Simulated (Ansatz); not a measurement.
PbS (rock salt), relaxed with HSE06 (Ansatz, a quantum-chemistry and plane-wave program, plane waves, PAW): a = 5.9682 Å, b = 5.9682 Å, c = 5.9682 Å, α = 90.00°, β = 90.00°, γ = 90.00°.

| Quantity | Value |
|---|---|
| gap (eV) | 0.87 |
| B₀ by P(V) fit (GPa) | 57.2 |

**Question.** The same phase is relaxed and computed with PBE in the same code. What are the cell and these values now?

**Answer.** a = b = c = 6.0088 Å, α = β = γ = 90.00°.

- gap (eV) = 0.50
- B₀ by P(V) fit (GPa) = 52.8

All cells were relaxed under the symmetry of their starts (and spin orders); stability against distortions was not tested throughout. Scalar-relativistic: spin–orbit coupling is off unless named, which matters more the heavier the elements.

Potentials: the earlier of the program's two PAW sets. The files were generated under PBE; for other functionals the program regenerates the frozen cores, and for LDA and PBEsol the local potential too.

Ansatz is a plane-wave DFT program.
